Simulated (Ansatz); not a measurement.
Mg:
```
Mg
1.0
    5.69033     0.00000     0.00000
    0.00000     5.69033     0.00000
    0.00000     0.00000     5.69033
Mg
8
Direct
  0.00000   0.00000   0.00000
  0.50000   0.50000   0.50000
  0.25000   0.00000   0.50000
  0.75000   0.00000   0.50000
  0.50000   0.25000   0.00000
  0.50000   0.75000   0.00000
  0.00000   0.50000   0.25000
  0.00000   0.50000   0.75000
```

This is the PBEsol-relaxed structure.

All from DFT-PBEsol in the program Ansatz with PAW potentials, unless another level is named. Estimate the Debye temperature from the elastic constants.

309 K.

What about the highest zone-centre frequency?

328 cm⁻¹.

And the elastic constants (relaxed ions, GPa)?

C11 = 77.7, C12 = 14.1, C44 = 5.4.

Space group Pm-3n (A15 (β-W type)). The start of the workflow was typed in or built on a structure type; neither database checked (COD, Materials Project) lists it. It is not the phase usual at ambient conditions (space group No. 194). The PBEsol relaxation kept the symmetry of its start; whether a distortion lowers the energy is not shown. As this level gives no gap, shear constants depend on the k-mesh and smearing (Fermi–Dirac, 0.1 eV here). As this level gives no gap, phonon frequencies hold no LO–TO term and depend on the k-mesh and smearing (Fermi–Dirac, 0.1 eV here).

Potentials: the later of the program's two PAW sets.
